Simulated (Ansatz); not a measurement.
Ru (hcp, Mg type)

```
Ru
1.0
    2.72216     0.00000     0.00000
   -1.36108     2.35746     0.00000
    0.00000     0.00000     4.29083
Ru
2
Direct
  0.33333   0.66667   0.75000
  0.66667   0.33333   0.25000
```

Scan: atom 2 (Ru, nearest neighbour Ru at 2.659 Å; its periodic images, 2.7 Å or more away, move with it) is displaced along Cartesian x, direction (1.000, 0.000, 0.000) in Cartesian axes, by s. The other atoms stay.

All values below come from PBE (plane waves to 420 eV, PAW, scalar-relativistic; Ansatz, a quantum-chemistry and plane-wave program). k mesh 16×16×9 (Γ-centred), Fermi-Dirac smearing 0.05 eV. E stands for the smeared free energy. With partly filled bands, energies and forces of such displacements shift with the k mesh and the smearing. Ru is run without spin polarisation. Ru was relaxed with its symmetry unable to fall. The zero of ΔE is the undisplaced structure. The last digit holds for this mesh only.

```csv
s (Å),ΔE (meV/cell)
-0.800,withheld
-0.640,1081.7
-0.480,713.8
-0.320,344.8
-0.160,91.2
0.000,0.0
0.160,91.2
0.320,344.8
0.480,713.8
0.640,1081.7
0.800,withheld
```

**Question.** Fit an even polynomial form (powers 2, 4, 6) to the given rows and predict ΔE at s = -0.800.

**Answer.** Least squares on the 9 given rows: ΔE = (3563)·s² + (-1723)·s⁴ + (-1288)·s⁶, in meV/cell with s in Å; root-mean-square residual 0.61 meV/cell. At -0.800 the fit gives 1236.9 meV/cell; the calculation gives 1362.1 meV/cell, so the extrapolation is off by -125.2 (-9.2 %). The quadratic term alone would give 2280.3 meV/cell.

(A displaced cell: forces are minus the slopes of the energy, force constants its curvatures, and phonons follow from these.)
